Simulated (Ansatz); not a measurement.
**Run on Pd (Im-3m) — total moment held at 0.5 μB**

These are results of DFT, r2SCAN, all-electron PAW with datasets made for the crystal, scalar-relativistic (Ansatz), not measurements.

Command: `ansatz run input.yaml --threads 1 --pin off --max-ram 3072MiB --backend cpu --events-out ev --progress --plain --runs-dir out`

```yaml
crystal:
  lattice:
    - [-1.572281, 1.572281, 1.572281]
    - [1.572281, -1.572281, 1.572281]
    - [1.572281, 1.572281, -1.572281]
  atoms:
    - { symbol: Pd, position: [0.0, 0.0, 0.0], spin: 0.5 }
magnetization:
  spin_polarized: true
  initial_magnetization: 0.5
  spin_locking: { lock_magnetization: hard }
kpoints:
  mp_grid: { grid: [13, 13, 13] }
scf:
  occupations: { method: fermi_dirac, width: 0.1 }
  lower_state_search: "off"
hamiltonian:
  xc: r2scan
  pseudopotentials: { kind: all_electron, datasets: crystal }
output:
  forces: true
  stress: true
  eigenvalues: false
```

The program prints:

```
Warning: This run holds its total moment fixed (magnetization.spin_locking.lock_magnetization: hard) and mixes its density by anderson or broyden (scf.mixing.algorithm, typed or taken by auto). Slabs with a fixed moment have converged under broyden above another state at the same moment, at the default mixing steps and at smaller ones, and under scf.lower_state_search: standard, light or off a sta …
settings of this run that can trade accuracy for cost: output.eigenvalues: false. Do not mix this run's numbers with those of runs without the same settings; the input reference describes each key
hamiltonian.pseudopotentials.datasets: crystal makes datasets for this crystal and solves the spheres of its atoms anew in each pass: cutoff 280.0 eV, the density's 1960.0 eV; for an error of 0.50 meV an atom under PBE, 0.5 meV for the cell; an energy difference from a run of another recipe may be off by several times the error for the cell, under r2SCAN by more, where some 0.1 meV an atom stays a …
Engine: ansatz 0.2.0
Pseudopotentials: kind: all_electron
Pseudopotential: Pd, paw, valence charge 18, recommended cutoff 280 eV (normal), crystal/all_electron/r2scan/scalar/gaussian/Pd, Koelling and Harmon's equation, gaussian nucleus
Functional definition: r2SCAN
  parameter k0 = 0.174
  parameter k1 = 0.065
  parameter a1 = 4.9479
  exchange = r2scan_x(k0 = k0, k1 = k1, a1 = a1)
  correlation = r2scan_c
Crystal: 1 atoms, lattice volume = 15.547 Å³
Basis set: ecut = 280 eV, 177 PW (Γ), exchange–correlation on 60×60×60 points (27 copies of the dense FFT grid, shifted against one another)
Bands: 14, of which v1, the nominal top of the filled ones, is band 9 counted from 1 (8 counted from 0)
Symmetry: 48 space group operations
Space group: Im-3m (ITA 229), of the structure as read, at distance tolerance 2.5e-5 Å
Magnetic group: BNS 229.140 (UNI 1642), of the structure as read, at distance tolerance 2.5e-5 Å
k-points: 84 of 2197
Non-local potential: Pd, projectors of the file, l = 0: 3, l = 1: 2, l = 2: 2
PAW form: soft (Blöchl's): semilocal exchange-correlation on the pseudo side does not see the compensation charge
PAW one-centre angular grid: Pd, 590 points (default); XC on its mesh's 1873 points in the sphere
Initial density: superposition of atomic densities (chi_scale 0.1, normalization cell)
Starting moments: Σ|m| = 0.5 μB on 1 of 1 site
Initial wavefunctions: pseudopotential atomic-orbital guess
Functional: x = r2scan, c = r2scan; τ floored in thin density (d = 2e-4 eV/Å³)
iter 1 solved again at ethr=3.17e-3 eV; its pass at ethr=1.00e-1 eV (dr2=5.70e-1 eV) is discarded
SCF iter   1: F=—  HF=-137326.301384 eV  |F-HF|=—  |Δ(HF+E_count)|=         —  Δρ=3.37e-2 (↑2.96e-2 ↓3.37e-2)  dr2=6.01e-1  dr2_τ=7.04e-4  dr2_m=2.06e-3  M=0.500 μB ∫|m|=0.500 μB  β_m=1.20  ethr=3.17e-3  ⟨swp⟩=2.5  Hψ=12485  notcnv=0
preconditioner: auto → none  [metal: Δε(μ)=0.008 eV  Ē_g=15.888 eV  σ=0.100 eV  W_gap=0.02  n_scr=0 (ndim 8)  ℏωp=29.8 eV  f_vac=0.000  D(μ)=1.16/eV (n_scr^D=12)]
[...]
SCF iter   9: F=—  HF=-137326.189112 eV  |F-HF|=—  |Δ(HF+E_count)|=   1.80e-5  Δρ=3.35e-5 (↑3.35e-5 ↓2.39e-5)  dr2=4.61e-8  dr2_τ=1.08e-8  dr2_m=8.70e-8  M=0.500 μB ∫|m|=0.511 μB  β_m=1.20  ethr=3.15e-8  ⟨swp⟩=3.0  Hψ=4586  notcnv=0  κ⁻¹=2.4e-7(r=6)
SCF iter  10: F=—  HF=-137326.189114 eV  |F-HF|=—  |Δ(HF+E_count)|=   1.50e-6  Δρ=1.95e-5 (↑1.55e-5 ↓1.95e-5)  dr2=2.89e-8  dr2_τ=2.11e-11  dr2_m=3.77e-9  M=0.500 μB ∫|m|=0.511 μB  β_m=1.20  ethr=2.56e-10  ⟨swp⟩=3.0  Hψ=5488  notcnv=0  κ⁻¹=3.0e-8(r=7)
SCF iter  11: F=—  HF=-137326.189112 eV  |F-HF|=—  |Δ(HF+E_count)|=   1.35e-6  Δρ=7.04e-6 (↑7.04e-6 ↓6.45e-6)  dr2=1.74e-8  dr2_τ=5.27e-10  dr2_m=1.57e-9  M=0.500 μB ∫|m|=0.511 μB  β_m=1.20  ethr=1.61e-10  ⟨swp⟩=3.0  Hψ=5194  notcnv=0  κ⁻¹=7.5e-9(r=8)
SCF iter  12: F=-137326.189112 eV  HF=-137326.189112 eV  |F-HF|=7.28e-10  |Δ(HF+E_count)|=   3.14e-8  Δρ=2.82e-6 (↑2.13e-6 ↓2.82e-6)  dr2=2.94e-9  dr2_τ=9.30e-12  dr2_m=3.89e-11  M=0.500 μB ∫|m|=0.511 μB  ethr=9.69e-11  ⟨swp⟩=3.0  Hψ=4555  notcnv=0
SCF 1 converged in 12 iterations: F = -137326.189111 eV  dr2 = 2.94e-9
  Residual-converged pass: ⟨swp⟩=2.1  Hψ=3258  notcnv=0  max |occ|·‖R‖ = 3.7e-6 eV (tolerance 3.7e-6 eV)  dr2=2.93e-9  dr2_τ=9.28e-12  dr2_m=3.90e-11  dr2_onsite=1.09e-8  max |Δocc| = 2.1e-8
  greatest PAW one-centre occupation: 1.010 electrons in one spin orbital (limit 2), on the Pd atom at site 0 (counted from 0), in its partial waves of l = 0
this state was not tested for a lower state beside it, because the mixer in use, unlike msr1, does not test its closes by its own steps (another_mixer; see scf.mixing.algorithm and scf.lower_state_search)
SCF converged after 12 iterations
Magnetization: 0.5000 μB (9.2500 up, 8.7500 down)
Absolute magnetization: 0.5113 μB (∫|ρ↑−ρ↓|)
Spin contamination: 0.0163 ħ² per cell (⟨S²⟩ above its minimum at these occupations)
Per-site moments (μB) at R_I (Å): [(0.5003204544612886, 1.123349112507271)]
Free energy (F): -137326.189111 eV
Harris-Foulkes:  -137326.189111 eV  (|F-HF|=7.28e-10)
Internal energy: -137326.157385 eV  (E = F + TS)
E sigma→0 (E₀):  -137326.173248 eV
Entropy (-TS):   -0.031726 eV (-31.726 meV/atom)
Past the cutoff: the bands carry plane waves up to 2.50 times it, of which those up to 1.5 times it add -0.000535 eV an atom, each by itself; the spheres take 0.001808 eV an atom off the energy for waves past 2.50 times it
Past the cutoffs: a stress includes 0.0202 GPa for waves and charges beyond them, in addition to the slope of what the spheres take
In the spheres:  the bands' charges fall short by 2.3e-6 e at most (sound up to 1e-3)
Fermi energy:    19.967030 (↑ 20.187449, ↓ 19.746610) eV
--- Per-component energies (eV) ---
  E_band       = -146.172728
  E_kinetic    = 193.916507
  E_local      = -1368.631787  (includes V_loc(G=0)·N_el)
  E_nonlocal   = 80.203080
  E_hartree    = 746.802732
  E_xc         = -56.197434
  E_vxc        = -83.059316  (∫ρ·V_xc dr)
  E_paw        = -138640.069323  (= ΣΔE_a)
  E_vpaw       = -4885.909563  (= ΣTr[D̂ρ^β])
  E_vtau       = 6.174475  (kinetic-family band-sum trace: ∫τ·v_τ [+ j·A + Jᵃ·Aᵃ] dr)
  E_ewald      = -2699.706598
  E_smearing   = -0.031726  (= −TS)
  E_closure    = 4417.525439  (closes the sum)
  Σ components = -137326.189111   (vs F -137326.189111, Δ=0.00e0)
  The terms above E_closure are by the made datasets' own strengths, without shells solved beside the bands.
--- Forces (eV/Å), atoms counted from 1 ---
  atom   1  Pd     0.00000000     0.00000000     0.00000000
  max |Σ_I F_I| component: 2.05e-32 eV/Å
--- Stress (GPa, compression-positive) ---
       -3.716880       0.000000      -0.000000
        0.000000      -3.716880      -0.000000
       -0.000000      -0.000000      -3.716880
  P = ⅓ Tr σ = -3.7169 GPa (-37.169 kbar)
settings of this run that can trade accuracy for cost: output.eigenvalues: false. Do not mix this run's numbers with those of runs without the same settings; the input reference describes each key
```

Site moments (μB): Pd 0.50. Cell moment 0.50 μB.

The magnetic group in the log treats spin as a scalar label, without spin–orbit coupling.

The Ansatz runs typed with the search for lower states off end where their start leads. r²SCAN is known to give itinerant transition metals moments and polarisation energies that are too large. None of this fixes the real material's magnetic order: only patterns that fit the cell were computed, at zero temperature, with a functional that can overstate moments.

It took 14 s on 1 thread of Arm Neoverse V1, on a shared host, peak memory 0.59 GiB.
